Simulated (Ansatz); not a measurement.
Input, command and steps of an Ansatz relaxation.

```yaml
crystal:
  lattice:
    - [-3.90778632, 3.90778632, -3.90778632]
    - [3.90778632, 3.90778632, 3.90778632]
    - [3.90778632, -3.90778632, -3.90778632]
  atoms:
    - { symbol: Ru, position: [0.5048298853, 0.7571497828, 0.7555166541] }
    - { symbol: Ru, position: [0.000243061, 0.9999861848, 0.0026221756] }
    - { symbol: Ru, position: [0.2504158397, 0.4973915673, 0.2517123998] }
    - { symbol: Ru, position: [0.4930488108, 0.4963056387, 0.0005971694] }
    - { symbol: Ru, position: [0.2526976678, 0.751633955, 0.9988288728] }
    - { symbol: Rh, position: [0.9989178483, 0.2539484124, 0.7545504699] }
    - { symbol: Rh, position: [0.9988085447, 0.4996913922, 0.4982869307] }
    - { symbol: Pd, position: [0.7540444516, 0.9965827569, 0.2502185947] }
    - { symbol: Pd, position: [0.7512737496, 0.748978694, 0.4974887671] }
    - { symbol: Pd, position: [0.9962905361, 0.74768667, 0.2479672532] }
    - { symbol: Ag, position: [0.2497075033, 0.2528969566, 0.500657045] }
    - { symbol: Pt, position: [0.2543535132, 0.0034083797, 0.750201328] }
    - { symbol: Pt, position: [0.4985165896, 0.0026149421, 0.4988946908] }
    - { symbol: Pt, position: [0.7507800356, 0.4962474387, 0.7465665182] }
    - { symbol: Pt, position: [0.4993192622, 0.2505841846, 0.2477131899] }
    - { symbol: Pt, position: [0.7550914611, 0.2557424025, 0.0021202121] }
  symmetry: { detect: false }
basis:
  ecutwfc: 420
kpoints:
  mp_grid: { grid: [3, 3, 3], shift: [0.0, 0.0, 0.0] }
hamiltonian:
  xc: pbe
scf:
  occupations: { method: gaussian, width: 0.1 }
  lower_state_search: "off"
output:
  forces: true
  stress: true
  eigenvalues: true
relax:
  adjacent_minimum: "off"
  f_tol: 0.04
  max_steps: 50
  cell: { stress_tol: 0.3 }
```

```bash
ansatz run input.yaml --threads 4 --pin off --max-ram 9216MiB --backend cpu --events-out ev --progress --plain --runs-dir out
```

The calculation used DFT PBE, scalar-relativistic, plane waves, PAW in Ansatz.

Of 6 frames 6 are shown, positions in Å and forces in eV/Å; the SCF threshold varies from step to step. Steps run on the plane waves of an earlier cell, with a Pulay correction in the pressure. The basis is chosen afresh for the last frame, the zero of the energies, and can be on the way; energy and pressure step there, also at an unchanged geometry.

```xyz
16
Lattice="-3.9078 3.9078 -3.9078 3.9078 3.9078 3.9078 3.9078 -3.9078 -3.9078" Properties=species:S:1:pos:R:3:forces:R:3 pbc="T T T" step=1 free_energy_over_end_meV_per_atom=26.35 pressure_GPa=-1.82
Ru    3.9384    1.9791   -1.9664    0.2130   -0.3200   -0.2630
Ru    3.9170    3.8984    3.8965   -0.5620    0.4310    0.8860
Ru    1.9488    1.9386   -0.0185   -0.2920    0.6500    0.6810
Ru    0.0151    3.8639    0.0104    0.6430    0.0720    0.6510
Ru    5.8529    0.0215   -1.9535   -0.8320   -0.4120   -0.0550
Rh    0.0374    1.9473   -5.8598    0.4250    0.3680   -0.8220
Rh   -0.0032    3.9086   -3.8976    0.3670    0.4410   -0.6910
Pd    1.9256    5.8633   -0.0300    0.0990   -0.2470    0.6900
Pd    1.9351    3.9186   -1.9530    0.4520   -0.4240    0.0530
Pd   -0.0025    5.8461   -1.9405   -0.5400    0.1990   -0.0960
Ag    1.9689    0.0076   -1.9440    0.3310   -0.0850    0.1000
Pt    1.9510   -1.9243   -3.9123    0.3960   -0.8300   -0.4130
Pt    0.0117    0.0087   -3.8875   -1.0180   -0.3770   -0.4170
Pt    1.9228    1.9557   -3.9121    0.9750    0.7640   -0.1660
Pt   -0.0040    1.9625   -1.9400   -0.1920    0.0110    0.3620
Pt   -1.9431    3.9418   -1.9596   -0.4650   -0.2420   -0.4990
16
Lattice="-3.8864 3.8730 -3.8722 3.8793 3.8739 3.8802 3.8888 -3.8810 -3.8826" Properties=species:S:1:pos:R:3:forces:R:3 pbc="T T T" step=2 free_energy_over_end_meV_per_atom=15.89 pressure_GPa=5.52
Ru    3.9244    1.8989   -1.9727    0.0760    0.1350   -0.1010
Ru    3.8285    3.9174    3.9784    0.5360   -0.1380   -0.3460
Ru    1.9017    1.9839    0.0561   -0.0030   -0.3400   -0.2420
Ru    0.0648    3.8535    0.0622   -0.2600    0.0980   -0.3640
Ru    5.7448   -0.0350   -1.9424    0.2180    0.2900   -0.3000
Rh    0.0733    1.9709   -5.8800   -0.4500   -0.3220    0.6250
Rh    0.0382    3.9279   -3.9359   -0.2650   -0.4430    0.4900
Pd    1.9273    5.7962    0.0493    0.1120    0.1600   -0.5140
Pd    1.9600    3.8406   -1.9150   -0.5650    0.3200   -0.1770
Pd   -0.0465    5.8193   -1.9220    0.5070   -0.1860   -0.1810
Ag    1.9618   -0.0078   -1.9166   -0.5050   -0.0580   -0.2270
Pt    1.9855   -2.0019   -3.9369   -0.4930    0.8280    0.5310
Pt   -0.0851   -0.0347   -3.9232    1.0580    0.1920    0.4690
Pt    2.0110    1.9988   -3.9074   -0.7880   -0.7680    0.3430
Pt   -0.0096    1.9369   -1.8966    0.4230   -0.0010   -0.4340
Pt   -1.9766    3.8757   -1.9894    0.3990    0.2320    0.4290
16
Lattice="-3.9317 3.8835 -3.9152 3.9352 3.8943 3.9224 3.9412 -3.8907 -3.9319" Properties=species:S:1:pos:R:3:forces:R:3 pbc="T T T" step=3 free_energy_over_end_meV_per_atom=2.42 pressure_GPa=-2.64
Ru    4.0070    1.9231   -2.0352    0.0020    0.0580    0.0710
Ru    3.9188    3.9249    4.0114   -0.0680    0.0410    0.0030
Ru    1.9076    1.9913    0.0659    0.0380   -0.1290   -0.1370
Ru    0.0631    3.8709    0.0537   -0.0610    0.0110   -0.0460
Ru    5.8156   -0.0192   -1.9906    0.1080    0.1330    0.0320
Rh    0.0562    1.9614   -5.9212    0.0220   -0.0730    0.0600
Rh    0.0313    3.9297   -3.9754    0.0120   -0.0340    0.1060
Pd    1.9765    5.8241    0.0184    0.0600    0.0310   -0.0540
Pd    1.9785    3.8675   -1.9443   -0.0130    0.0470   -0.0530
Pd   -0.0257    5.8314   -1.9434    0.0360   -0.0130   -0.0550
Ag    1.9749    0.0034   -1.9449   -0.0820    0.0150   -0.0640
Pt    2.0013   -1.9813   -3.9642   -0.0900    0.1410   -0.0630
Pt   -0.0306   -0.0424   -3.9443    0.0550    0.0340    0.0180
Pt    2.0060    1.9906   -3.9476   -0.0660   -0.1730    0.0780
Pt    0.0057    1.9501   -1.9307   -0.0260   -0.0430   -0.0080
Pt   -1.9755    3.9047   -1.9943    0.0730   -0.0460    0.1120
16
Lattice="-3.9128 3.8780 -3.8925 3.9110 3.8809 3.8972 3.9196 -3.8827 -3.9040" Properties=species:S:1:pos:R:3:forces:R:3 pbc="T T T" step=4 free_energy_over_end_meV_per_atom=0.13 pressure_GPa=0.48
Ru    3.9765    1.9205   -2.0127   -0.0140   -0.0020    0.0360
Ru    3.8885    3.9114    3.9795   -0.0440    0.0360    0.0040
Ru    1.9047    1.9713    0.0492    0.0070    0.0090   -0.0020
Ru    0.0603    3.8610    0.0510   -0.0220    0.0030   -0.0090
Ru    5.7942   -0.0145   -1.9704    0.0450    0.0090    0.0100
Rh    0.0540    1.9542   -5.8765    0.0390    0.0130   -0.0530
Rh    0.0270    3.9137   -3.9388    0.0120    0.0280   -0.0390
Pd    1.9634    5.8158    0.0057   -0.0090   -0.0180    0.0620
Pd    1.9575    3.8657   -1.9379    0.0440   -0.0430    0.0040
Pd   -0.0248    5.8170   -1.9360   -0.0600    0.0120    0.0000
Ag    1.9549    0.0002   -1.9392    0.0700    0.0130    0.0700
Pt    1.9816   -1.9584   -3.9344    0.0070   -0.0750   -0.0440
Pt   -0.0275   -0.0332   -3.9163   -0.1080   -0.0190   -0.0340
Pt    1.9838    1.9683   -3.9142    0.0720    0.0490   -0.0130
Pt    0.0018    1.9427   -1.9224   -0.0270   -0.0110    0.0450
Pt   -1.9607    3.8945   -1.9754   -0.0110   -0.0060   -0.0360
16
Lattice="-3.9154 3.8857 -3.8957 3.9101 3.8839 3.8991 3.9219 -3.8891 -3.9056" Properties=species:S:1:pos:R:3:forces:R:3 pbc="T T T" step=5 free_energy_over_end_meV_per_atom=-0.04 pressure_GPa=-0.02
Ru    3.9748    1.9211   -2.0096    0.0040   -0.0020    0.0010
Ru    3.8834    3.9187    3.9809    0.0010    0.0000    0.0020
Ru    1.9051    1.9749    0.0477   -0.0030   -0.0010    0.0040
Ru    0.0564    3.8663    0.0498   -0.0060    0.0010   -0.0040
Ru    5.7992   -0.0162   -1.9715   -0.0040    0.0010   -0.0030
Rh    0.0566    1.9594   -5.8845    0.0010   -0.0010   -0.0030
Rh    0.0283    3.9187   -3.9440   -0.0020    0.0000    0.0030
Pd    1.9589    5.8215    0.0100    0.0010   -0.0040    0.0010
Pd    1.9581    3.8678   -1.9397   -0.0030    0.0030    0.0030
Pd   -0.0304    5.8262   -1.9397    0.0010   -0.0070    0.0000
Ag    1.9589   -0.0013   -1.9352    0.0060    0.0020    0.0060
Pt    1.9810   -1.9643   -3.9385    0.0020   -0.0010    0.0020
Pt   -0.0330   -0.0326   -3.9203   -0.0010    0.0070   -0.0060
Pt    1.9882    1.9721   -3.9175    0.0020    0.0000    0.0010
Pt    0.0005    1.9447   -1.9211   -0.0010   -0.0030   -0.0080
Pt   -1.9646    3.9009   -1.9802    0.0000    0.0030    0.0030
16
Lattice="-3.9154 3.8857 -3.8957 3.9101 3.8839 3.8991 3.9219 -3.8891 -3.9056" Properties=species:S:1:pos:R:3:forces:R:3 pbc="T T T" step=6 free_energy_over_end_meV_per_atom=0.00 pressure_GPa=-0.01
Ru    3.9748    1.9211   -2.0096    0.0040   -0.0020    0.0010
Ru    3.8834    3.9187    3.9809    0.0010    0.0000    0.0020
Ru    1.9051    1.9749    0.0477   -0.0030   -0.0010    0.0040
Ru    0.0564    3.8663    0.0498   -0.0060    0.0010   -0.0040
Ru    5.7992   -0.0162   -1.9715   -0.0040    0.0010   -0.0030
Rh    0.0566    1.9594   -5.8845    0.0010   -0.0010   -0.0030
Rh    0.0283    3.9187   -3.9440   -0.0020    0.0000    0.0030
Pd    1.9589    5.8215    0.0100    0.0010   -0.0040    0.0010
Pd    1.9581    3.8678   -1.9397   -0.0030    0.0030    0.0030
Pd   -0.0304    5.8262   -1.9397    0.0010   -0.0070    0.0000
Ag    1.9589   -0.0013   -1.9352    0.0060    0.0020    0.0060
Pt    1.9810   -1.9643   -3.9385    0.0020   -0.0010    0.0020
Pt   -0.0330   -0.0326   -3.9203   -0.0010    0.0070   -0.0060
Pt    1.9882    1.9721   -3.9175    0.0020    0.0000    0.0010
Pt    0.0005    1.9447   -1.9211   -0.0010   -0.0030   -0.0080
Pt   -1.9646    3.9009   -1.9802    0.0000    0.0030    0.0030
```

It took 2.1 min on 4 threads of Intel(R) Xeon(R) Platinum 8259CL CPU @ 2.50GHz (Skylake/Cascade Lake), on a shared host, peak memory 1.5 GiB.

The k mesh is coarse. Spin–orbit coupling is left out, which can shift energies with elements as heavy as these. Spin polarisation was left out, and a magnetic state may lie lower.